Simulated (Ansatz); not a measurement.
# Structure relaxation, Ca

The start is a generated trial cell of Ca in the bcc structure type. A full variable-cell relaxation at zero pressure is run with r2SCAN (plane waves to 500 eV, PAW, scalar-relativistic; Ansatz, a first-principles code). The first steps use a coarse 10×10×10 k-mesh.

Starting cell:
```
Ca
1.0
   -2.21442     2.21442     2.21442
    2.21442    -2.21442     2.21442
    2.21442     2.21442    -2.21442
Ca
1
Cartesian
  0.00000   0.00000   0.00000
```

| Property | Result |
|---|---|
| Outcome | The space group stays Im-3m (No. 229) (the run could not lower it); the end is bcc (W type), with 1 atom in the primitive cell |
| Energy released | under 0.01 eV/atom |
| Optimiser moves | 2 |

The end point of the relaxation:

```cif
data_Ca2
_chemical_formula_sum 'Ca2'
_space_group_name_H-M_alt 'Im-3m'
_space_group_IT_number 229
_space_group_name_Hall '-I 4 2 3'
_cell_length_a 4.42462
_cell_length_b 4.42462
_cell_length_c 4.42462
_cell_angle_alpha 90.000
_cell_angle_beta 90.000
_cell_angle_gamma 90.000
loop_
_atom_site_label
_atom_site_type_symbol
_atom_site_symmetry_multiplicity
_atom_site_Wyckoff_symbol
_atom_site_fract_x
_atom_site_fract_y
_atom_site_fract_z
_atom_site_occupancy
Ca1 Ca 2 a 0.00000 0.00000 0.00000 1
```
(The calculation used a cell of 1 atom; values per cell refer to that cell.)

Final values are on a 15×15×15 k-mesh of the relaxed cell. No spin polarisation in the result.

The run could not lose the symmetry of its start.
